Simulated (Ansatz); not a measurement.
A sound run on Y (P63/mmc), total moment held at 0.4 μB (DFT, PBE, all-electron PAW with datasets made for the crystal, scalar-relativistic (Ansatz 0.2.0)):

```yaml
crystal:
  lattice:
    - [3.6474, 0.0, 0.0]
    - [-1.8237, 3.1587410578, 0.0]
    - [0.0, 0.0, 5.7306]
  atoms:
    - { symbol: "Y", position: [0.3333333333, 0.6666666667, 0.25], spin: 0.2 }
    - { symbol: "Y", position: [0.6666666667, 0.3333333333, 0.75], spin: 0.2 }
magnetization:
  spin_polarized: true
  initial_magnetization: 0.4
  spin_locking: { lock_magnetization: hard }
kpoints:
  mp_grid: { grid: [9, 9, 5] }
scf:
  occupations: { method: fermi_dirac, width: 0.08 }
  lower_state_search: "off"
hamiltonian:
  xc: pbe
  pseudopotentials: { kind: all_electron, datasets: crystal }
output:
  forces: true
  stress: true
  eigenvalues: false
```

It converged in 10 iterations. Site moments (μB): Y1 0.12, Y2 0.12. Cell moment 0.40 μB. Pressure -0.10 GPa.

The input is then changed, output keys apart:

```diff
-  mp_grid: { grid: [9, 9, 5] }
+  mp_grid: { grid: [7, 7, 4] }
```

**Question.** How does the run end?

**Answer.** Self-consistency was reached. Free energy -184238.6752 eV against -184238.6722 eV, cell moment 0.40 μB, pressure -0.07 GPa. These settings were drawn wide on purpose, so the numbers show their effect and aren't offered as converged values.
```
settings of this run that can trade accuracy for cost: output.eigenvalues: false. Do not mix this run's numbers with those of runs without the same settings; the input reference describes each key
hamiltonian.pseudopotentials.datasets: crystal makes datasets for this crystal and solves the spheres of its atoms anew in each pass: cutoff 200.0 eV, the density's 800.0 eV; for an error of 0.50 meV an atom under PBE, 1.0 meV for the cell; an energy difference from a run of another recipe may be off by several times the error for the cell, under r2SCAN by more, where some 0.1 meV an atom stays at …
band count auto-derived: 21 (N_el = 22.0; filled up to band 12; 16 by the electrons, moments and atoms)
Engine: ansatz 0.2.0
Pseudopotentials: kind: all_electron
Pseudopotential: Y, paw, valence charge 11, recommended cutoff 200 eV (normal), crystal/all_electron/pbe/scalar/gaussian/Y, Koelling and Harmon's equation, gaussian nucleus
Functional definition: PBE
  parameter kappa = 0.804
  parameter beta = 0.06672455060314922
  exchange = pbe_x(kappa = kappa, mu = beta*pi^2/3)
  correlation = pbe_c(beta = beta)
Crystal: 2 atoms, lattice volume = 66.023 Å³
Basis set: ecut = 200 eV, 415 PW (Γ), exchange–correlation on 36×36×54 points (8 copies of the dense FFT grid, shifted against one another)
Bands: 21, of which v1, the nominal top of the filled ones, is band 11 counted from 1 (10 counted from 0)
Symmetry: 24 space group operations
Space group: P63/mmc (ITA 194), of the structure as read, at distance tolerance 4.0e-5 Å
Magnetic group: BNS 194.263 (UNI 1493), of the structure as read, at distance tolerance 4.0e-5 Å
k-points: 24 of 196
Non-local potential: Y, projectors of the file, l = 0: 2, l = 1: 2, l = 2: 2
PAW form: soft (Blöchl's): semilocal exchange-correlation on the pseudo side does not see the compensation charge
PAW one-centre angular grid: Y, 590 points (default); XC on its mesh's 1893 points in the sphere
Initial density: superposition of atomic densities (chi_scale 0.1, normalization cell)
Starting moments: Σ|m| = 0.4 μB on 2 of 2 sites
Initial wavefunctions: pseudopotential atomic-orbital guess
[...]
  E_band       = -213.231563
  E_kinetic    = 304.159164
  E_local      = -1009.698772  (includes V_loc(G=0)·N_el)
  E_nonlocal   = 188.518760
  E_hartree    = 444.477666
  E_xc         = -152.650767
  E_vxc        = -198.374052  (∫ρ·V_xc dr)
  E_paw        = -185079.525202  (= ΣΔE_a)
  E_vpaw       = -3021.260947  (= ΣTr[D̂ρ^β])
  E_ewald      = -1568.349115
  E_smearing   = -0.075794  (= −TS)
  E_closure    = 2634.468866  (closes the sum)
  Σ components = -184238.675195   (vs F -184238.675195, Δ=0.00e0)
  The terms above E_closure are by the made datasets' own strengths, without shells solved beside the bands.
--- Forces (eV/Å), atoms counted from 1 ---
  atom   1  Y      0.00000000    -0.00000000    -0.00000000
  atom   2  Y     -0.00000000     0.00000000     0.00000000
  max |Σ_I F_I| component: 1.85e-17 eV/Å
--- Stress (GPa, compression-positive) ---
        0.018243      -0.000000       0.000000
        0.000000       0.018243      -0.000000
        0.000000      -0.000000      -0.251980
  P = ⅓ Tr σ = -0.0718 GPa (-0.718 kbar)
settings of this run that can trade accuracy for cost: output.eigenvalues: false. Do not mix this run's numbers with those of runs without the same settings; the input reference describes each key
```
